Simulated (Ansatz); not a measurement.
## Data sheet: SiC (DFT)

SiC:
```
CELL_PARAMETERS angstrom
      3.07263     0.00000     0.00000
     -1.53631     2.66097     0.00000
      0.00000     0.00000     7.03910
ATOMIC_POSITIONS crystal
  Si 0.00000 0.50000 0.33333
  Si 0.50000 0.50000 0.66667
  Si 0.50000 0.00000 0.00000
  C  0.00000 0.50000 0.83333
  C  0.50000 0.50000 0.16667
  C  0.50000 0.00000 0.50000
```

Space group P6_422 (No. 181); conventional cell a = b = 3.073 Å, c = 7.039 Å, α = β = 90.00°, γ = 120.00°.

Method: r²SCAN in the plane-wave PAW code Ansatz. Geometry: relaxed at this level of theory. Other levels are named where they apply.

### Cell and energy

- Volume per atom: 9.59 Å³
- Density: 3.47 g/cm³
- Formation energy from the elements (no fitted shifts): 0.34 eV/atom

### Electronic structure

- Band gap: 1.18 eV (indirect)
- Valence-band maximum: at Γ
- Conduction-band minimum: at M (3 equivalent valleys)
- Smallest direct gap on the standard path: 3.41 eV
- Electron effective mass: 0.18, 0.44, 0.64 mₑ (principal values)
- Weight of the conduction-edge state by species (Voronoi cells): Si 59 %, C 41 %
- Hole effective mass: 0.38, 0.38, 3.8 mₑ (principal values)
- Weight of the valence-edge state by species (Voronoi cells): C 76 %, Si 24 %
- HSE06 gap on the r²SCAN cell: 1.65 eV

### Mechanics

- Bulk modulus (Birch–Murnaghan fit): 230 GPa
- Pressure derivative B′: 3.9
- Elastic constants (relaxed ions, GPa): C11 = 473, C12 = 85.0, C13 = 89.9, C33 = 642, C44 = 214
- Mechanical stability: stable (all eigenvalues of C positive)
- Hill bulk and shear moduli: 233 and 212 GPa
- Young's modulus: 487 GPa
- Poisson's ratio: 0.15
- Debye temperature from the elastic constants: 1200 K
- Piezoelectric stress constants (proper, relaxed ions, C/m²): e14 = -0.46, e25 = 0.46

### Charges

Bader charges: Si +2.75, C -2.75 e

The start of the workflow was typed in or built on a structure type; neither database checked (COD, Materials Project) lists it. It is not the phase usual at ambient conditions (space group No. 186, 216). The r²SCAN relaxation kept the symmetry of its start; whether a distortion lowers the energy is not shown. Its formation energy is positive at this level, so the cell may be metastable or incomplete. The references are the lowest solids computed at this level, not always the standard phases.

Potentials: the later of the program's two PAW sets.
